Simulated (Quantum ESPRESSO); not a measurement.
# Ir2Pd2Ag3Hf: one run as intended and one with a planted mistake

Computed values, not a measurement. The program is pw.x of Quantum ESPRESSO 7.5 (plane-wave density functional theory). The cell is made up: eight metal atoms on a face-centred cubic lattice, with elements, volume, strain and displacements drawn at random and not relaxed, so it may be unstable or far from any real phase. PseudoDojo standard norm-conserving files set the functional (PBE unless stated); there is no spin polarisation or spin-orbit coupling, the Fermi-Dirac width of 0.25 eV means electrons at about 2900 K, and the masses in the input are unused placeholders. Heavy elements are run without spin-orbit coupling, which real alloys of them have. A spin test at this wide smearing found no moment, but such smearing suppresses magnetism that the real alloy may have.

Intended input:

```
&control calculation='scf', pseudo_dir='./dojo.nc.sr.pbe.v0_5.standard.upf', outdir='./o', disk_io='minimal', tprnfor=.true., tstress=.true. /
&system ibrav=0, nat=8, ntyp=4, nbnd=84, ecutwfc=87.97787729, nosym=.true., tot_charge=0,
 occupations='smearing', smearing='fd', degauss=0.0183746611
/
&electrons conv_thr=1.470e-08, electron_maxstep=70, mixing_beta=0.5 /
ATOMIC_SPECIES
Ag 1.0 Ag.upf
Hf 1.0 Hf.upf
Ir 1.0 Ir.upf
Pd 1.0 Pd.upf
CELL_PARAMETERS angstrom
1.9904 3.9808 1.9904
1.9904 -3.9808 1.9904
3.9808 0.0 -3.9808
ATOMIC_POSITIONS angstrom
Ir -0.0795 -0.1756 0.0476
Pd 2.0203 -0.082 -1.9189
Ag 1.9286 -2.0498 -0.0425
Ir 4.0077 -2.0415 -1.942
Ag 2.0205 2.0445 -0.0458
Hf 4.0088 1.9583 -1.9744
Pd 1.9632 0.002 2.0537
Ag 3.9978 -0.0091 -0.1647
K_POINTS automatic
5 5 4 1 1 1
```

The log is shortened where brackets say so; the opening notice, blank lines, dates and the lines on written files are dropped, and the path of the files is cut. It prints rydbergs, bohrs and kilobars, and counts compression as positive stress. Its total energy is the free energy E - TS of the whole cell.

Log of the intended run:

```
     Program PWSCF v.7.5
     Parallel version (MPI & OpenMP), running on       4 processor cores
     Number of MPI processes:                 4
     Threads/MPI process:                     1
     [start-up lines left out]
     bravais-lattice index     =            0
     lattice parameter (alat)  =       9.2133  a.u.
     unit-cell volume          =     851.4079 (a.u.)^3
     number of atoms/cell      =            8
     number of atomic types    =            4
     number of electrons       =       139.00
     number of Kohn-Sham states=           84
     kinetic-energy cutoff     =      87.9779  Ry
     charge density cutoff     =     351.9115  Ry
     scf convergence threshold =      1.5E-08
     mixing beta               =       0.5000
     number of iterations used =            8  plain     mixing
     Exchange-correlation= PBE
                           (   1   4   3   4   0   0   0)
     [axes and pseudopotential details left out]
   Cartesian axes
     site n.     atom                  positions (alat units)
         1        Ir     tau(   1) = (  -0.0163061  -0.0360171   0.0097632  )
         2        Pd     tau(   2) = (   0.4143810  -0.0168189  -0.3935830  )
         3        Ag     tau(   3) = (   0.3955726  -0.4204317  -0.0087171  )
         4        Ir     tau(   4) = (   0.8220140  -0.4187293  -0.3983210  )
         5        Ag     tau(   5) = (   0.4144221   0.4193447  -0.0093940  )
         6        Hf     tau(   6) = (   0.8222396   0.4016643  -0.4049666  )
         7        Pd     tau(   7) = (   0.4026693   0.0004102   0.4212317  )
         8        Ag     tau(   8) = (   0.8199834  -0.0018665  -0.0337814  )
     number of k points=    50  Fermi-Dirac smearing, width (Ry)=  0.0184
                       cart. coord. in units 2pi/alat
        k(    1) = (   0.1990210   0.0000000   0.0459279), wk =   0.0400000
        k(    2) = (   0.3521142   0.0000000  -0.1071652), wk =   0.0400000
     [further k points left out]
     Dense  grid:    94737 G-vectors     FFT dimensions: (  60,  60,  64)
     Estimated max dynamical RAM per process >     387.26 MB
     Estimated total dynamical RAM >       1.44 GB
     Initial potential from superposition of free atoms
     starting charge     138.9961, renormalised to     139.0000
     Starting wfcs are   78 randomized atomic wfcs +    6 random wfcs
     total cpu time spent up to now is        4.7 secs
     per-process dynamical memory:   302.9 Mb
     Self-consistent Calculation
     iteration #  1     ecut=    87.98 Ry     beta= 0.50
     Davidson diagonalization with overlap
     ethr =  1.00E-02,  avg # of iterations =  3.0
     total cpu time spent up to now is       17.0 secs
     total energy              =   -2040.43770076 Ry
     estimated scf accuracy    <       8.68320825 Ry
     iteration #  2     ecut=    87.98 Ry     beta= 0.50
     Davidson diagonalization with overlap
     ethr =  6.25E-03,  avg # of iterations =  2.6
     total cpu time spent up to now is       29.0 secs
     total energy              =   -2042.41989923 Ry
     estimated scf accuracy    <      32.75251860 Ry
     [iterations 3 to 13 left out]
     iteration # 14     ecut=    87.98 Ry     beta= 0.50
     Davidson diagonalization with overlap
     ethr =  4.95E-10,  avg # of iterations =  2.4
     total cpu time spent up to now is      156.8 secs
     total energy              =   -2045.62016374 Ry
     estimated scf accuracy    <       0.00000049 Ry
     iteration # 15     ecut=    87.98 Ry     beta= 0.50
     Davidson diagonalization with overlap
     ethr =  3.55E-10,  avg # of iterations =  1.3
     total cpu time spent up to now is      166.0 secs
     End of self-consistent calculation
     [lines on levels left out]
!    total energy              =   -2045.62016380 Ry
     estimated scf accuracy    <          4.2E-09 Ry
     smearing contrib. (-TS)   =      -0.07262943 Ry
     internal energy E=F+TS    =   -2045.54753437 Ry
     The total energy is F=E-TS. E is the sum of the following terms:
     one-electron contribution =    -628.04035969 Ry
     hartree contribution      =     402.17932558 Ry
     xc contribution           =    -339.87003706 Ry
     ewald contribution        =   -1479.81646321 Ry
     convergence has been achieved in  15 iterations
     Forces acting on atoms (cartesian axes, Ry/au):
     atom    1 type  3   force =     0.00361606    0.05131399    0.02620137
     atom    2 type  4   force =    -0.03092089    0.02304372   -0.02355543
     atom    3 type  1   force =     0.02464626   -0.01400451    0.02834965
     atom    4 type  3   force =     0.03160475   -0.01912223   -0.02784917
     atom    5 type  1   force =    -0.02947059   -0.02405490   -0.01051160
     atom    6 type  2   force =     0.00835594    0.00697170   -0.04335702
     atom    7 type  4   force =     0.01061793   -0.01264814   -0.03780279
     atom    8 type  1   force =    -0.01844946   -0.01149962    0.08852498
     Total force =     0.150629     Total SCF correction =     0.000185
     Computing stress (Cartesian axis) and pressure
          total   stress  (Ry/bohr**3)                   (kbar)     P=       97.48
   0.00074253   0.00004423  -0.00013575          109.23        6.51      -19.97
   0.00004423   0.00052062  -0.00001328            6.51       76.59       -1.95
  -0.00013575  -0.00001328   0.00072480          -19.97       -1.95      106.62
     init_run     :      4.45s CPU      4.64s WALL (       1 calls)
     electrons    :    157.68s CPU    161.31s WALL (       1 calls)
     forces       :      2.03s CPU      2.03s WALL (       1 calls)
     stress       :      6.98s CPU      6.98s WALL (       1 calls)
     [timing details left out]
     PWSCF        :   2m51.22s CPU   2m55.10s WALL
     JOB DONE.
```

A second run has one planted mistake: the cell and the positions are scaled by a wrong factor. The input lines that differ:

```
- 1.9904 3.9808 1.9904
- 1.9904 -3.9808 1.9904
- 3.9808 0.0 -3.9808
+ 2.028 4.056 2.028
+ 2.028 -4.056 2.028
+ 4.056 0.0 -4.056
- Ir -0.0795 -0.1756 0.0476
- Pd 2.0203 -0.082 -1.9189
- Ag 1.9286 -2.0498 -0.0425
- Ir 4.0077 -2.0415 -1.942
- Ag 2.0205 2.0445 -0.0458
- Hf 4.0088 1.9583 -1.9744
- Pd 1.9632 0.002 2.0537
- Ag 3.9978 -0.0091 -0.1647
+ Ir -0.081 -0.1789 0.0485
+ Pd 2.0585 -0.0835 -1.9552
+ Ag 1.9651 -2.0885 -0.0433
+ Ir 4.0834 -2.0801 -1.9787
+ Ag 2.0587 2.0831 -0.0467
+ Hf 4.0846 1.9953 -2.0117
+ Pd 2.0003 0.002 2.0925
+ Ag 4.0734 -0.0093 -0.1678
```

Its log:

```
     Program PWSCF v.7.5
     Parallel version (MPI & OpenMP), running on       4 processor cores
     Number of MPI processes:                 4
     Threads/MPI process:                     1
     [start-up lines left out]
     bravais-lattice index     =            0
     lattice parameter (alat)  =       9.3873  a.u.
     unit-cell volume          =     900.5761 (a.u.)^3
     number of atoms/cell      =            8
     number of atomic types    =            4
     number of electrons       =       139.00
     number of Kohn-Sham states=           84
     kinetic-energy cutoff     =      87.9779  Ry
     charge density cutoff     =     351.9115  Ry
     scf convergence threshold =      1.5E-08
     mixing beta               =       0.5000
     number of iterations used =            8  plain     mixing
     Exchange-correlation= PBE
                           (   1   4   3   4   0   0   0)
     [axes and pseudopotential details left out]
   Cartesian axes
     site n.     atom                  positions (alat units)
         1        Ir     tau(   1) = (  -0.0163058  -0.0360136   0.0097633  )
         2        Pd     tau(   2) = (   0.4143881  -0.0168090  -0.3935932  )
         3        Ag     tau(   3) = (   0.3955862  -0.4204273  -0.0087165  )
         4        Ir     tau(   4) = (   0.8220124  -0.4187363  -0.3983239  )
         5        Ag     tau(   5) = (   0.4144284   0.4193402  -0.0094010  )
         6        Hf     tau(   6) = (   0.8222539   0.4016656  -0.4049670  )
         7        Pd     tau(   7) = (   0.4026721   0.0004026   0.4212325  )
         8        Ag     tau(   8) = (   0.8199993  -0.0018721  -0.0337791  )
     number of k points=    50  Fermi-Dirac smearing, width (Ry)=  0.0184
                       cart. coord. in units 2pi/alat
        k(    1) = (   0.1990210   0.0000000   0.0459279), wk =   0.0400000
        k(    2) = (   0.3521142   0.0000000  -0.1071652), wk =   0.0400000
     [further k points left out]
     Dense  grid:   100425 G-vectors     FFT dimensions: (  60,  60,  72)
     Estimated max dynamical RAM per process >     409.89 MB
     Estimated total dynamical RAM >       1.53 GB
     Initial potential from superposition of free atoms
     starting charge     138.9961, renormalised to     139.0000
     Starting wfcs are   78 randomized atomic wfcs +    6 random wfcs
     total cpu time spent up to now is        5.3 secs
     per-process dynamical memory:   321.5 Mb
     Self-consistent Calculation
     iteration #  1     ecut=    87.98 Ry     beta= 0.50
     Davidson diagonalization with overlap
     ethr =  1.00E-02,  avg # of iterations =  3.0
     total cpu time spent up to now is       18.6 secs
     total energy              =   -2040.06971265 Ry
     estimated scf accuracy    <       9.22158984 Ry
     iteration #  2     ecut=    87.98 Ry     beta= 0.50
     Davidson diagonalization with overlap
     ethr =  6.63E-03,  avg # of iterations =  2.8
     total cpu time spent up to now is       31.8 secs
     total energy              =   -2042.06141021 Ry
     estimated scf accuracy    <      37.52106685 Ry
     [iterations 3 to 13 left out]
     iteration # 14     ecut=    87.98 Ry     beta= 0.50
     Davidson diagonalization with overlap
     ethr =  8.88E-10,  avg # of iterations =  2.5
     total cpu time spent up to now is      157.4 secs
     total energy              =   -2045.63429216 Ry
     estimated scf accuracy    <       0.00000120 Ry
     iteration # 15     ecut=    87.98 Ry     beta= 0.50
     Davidson diagonalization with overlap
     ethr =  8.63E-10,  avg # of iterations =  1.6
     total cpu time spent up to now is      166.9 secs
     End of self-consistent calculation
     [lines on levels left out]
!    total energy              =   -2045.63429229 Ry
     estimated scf accuracy    <          8.4E-09 Ry
     smearing contrib. (-TS)   =      -0.07772990 Ry
     internal energy E=F+TS    =   -2045.55656239 Ry
     The total energy is F=E-TS. E is the sum of the following terms:
     one-electron contribution =    -670.66501336 Ry
     hartree contribution      =     416.98766978 Ry
     xc contribution           =    -339.49749449 Ry
     ewald contribution        =   -1452.38172433 Ry
     convergence has been achieved in  15 iterations
     Forces acting on atoms (cartesian axes, Ry/au):
     atom    1 type  3   force =    -0.00682553    0.03675717    0.02820846
     atom    2 type  4   force =    -0.02162413    0.01752180   -0.02200635
     atom    3 type  1   force =     0.01823345   -0.01046427    0.02304324
     atom    4 type  3   force =     0.02965201   -0.01402810   -0.02802521
     atom    5 type  1   force =    -0.02330810   -0.01818381   -0.00639932
     atom    6 type  2   force =     0.01334529    0.00853423   -0.03986875
     atom    7 type  4   force =     0.00400551   -0.00992727   -0.02466488
     atom    8 type  1   force =    -0.01347850   -0.01020975    0.06971281
     Total force =     0.122110     Total SCF correction =     0.000484
     Computing stress (Cartesian axis) and pressure
          total   stress  (Ry/bohr**3)                   (kbar)     P=       -7.28
   0.00001911   0.00002694  -0.00013904            2.81        3.96      -20.45
   0.00002694  -0.00017872  -0.00001871            3.96      -26.29       -2.75
  -0.00013904  -0.00001871   0.00001124          -20.45       -2.75        1.65
     init_run     :      5.03s CPU      5.21s WALL (       1 calls)
     electrons    :    158.11s CPU    161.62s WALL (       1 calls)
     forces       :      1.93s CPU      1.96s WALL (       1 calls)
     stress       :      6.67s CPU      6.80s WALL (       1 calls)
     [timing details left out]
     PWSCF        :   2m51.82s CPU   2m55.72s WALL
     JOB DONE.
```

|  | intended run | run with the mistake |
| --- | --- | --- |
| free energy (eV) | -27832.080 | -27832.272 |
| entropy term -TS, part of it (eV) | -0.988 | -1.058 |
| pressure (GPa) | 9.75 | -0.73 |
| size of the largest force component (eV/Å) | 2.276 | 1.792 |
| largest change of a force component (eV/Å) |  | 0.484 |
| iterations | 15 | 15 |

For scale, a rerun of the intended cell at a higher cutoff and on a denser mesh moved values by no more than 0.007 eV in energy, 0.07 GPa in stress and 0.009 eV/Å in force, and a second program with other atomic files agreed on that cell to 2 % rms in force and 0.5 GPa in pressure.